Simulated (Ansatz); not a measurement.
A distorted cell of BaTiO3 (cubic perovskite):

```
BaTiO3
1.0
    4.01946     0.00000     0.00000
    0.00000     4.01946     0.00000
    0.00000     0.00000     4.01946
Ba Ti O
1 1 3
Direct
  0.00000   0.00000   0.00000
  0.50000   0.50000   0.50000
  0.00000   0.50000   0.50000
  0.50000   0.50000   0.00000
  0.50000   0.00000   0.48010
```

Level of theory: PBE (plane waves to 420 eV, PAW, scalar-relativistic; Ansatz, a program for electronic structure). k mesh 7×7×7 (Γ-centred), Fermi-Dirac smearing 0.05 eV. E stands for the smeared free energy. Compression counts positive. BaTiO3 is run without spin polarisation. BaTiO3 was relaxed with its symmetry unable to fall. The PAW data are Ansatz's earlier set. This is a high-temperature form of BaTiO3.

Predict the force on every atom, in eV/Å.


```tsv
atom	Fx	Fy	Fz
Ba1	0.000	0.000	-0.045
Ti2	0.000	0.000	-0.059
O3	0.000	0.000	0.048
O4	0.000	0.000	-0.361
O5	0.000	0.000	0.418
```

In it atom 5 sits (0.000, 0.000, -0.080) Å away from its relaxed site. What is its energy relative to the relaxed cell?

16.7 meV/cell.

(A displaced cell: forces are minus the slopes of the energy, force constants its curvatures, and phonons follow from these.)
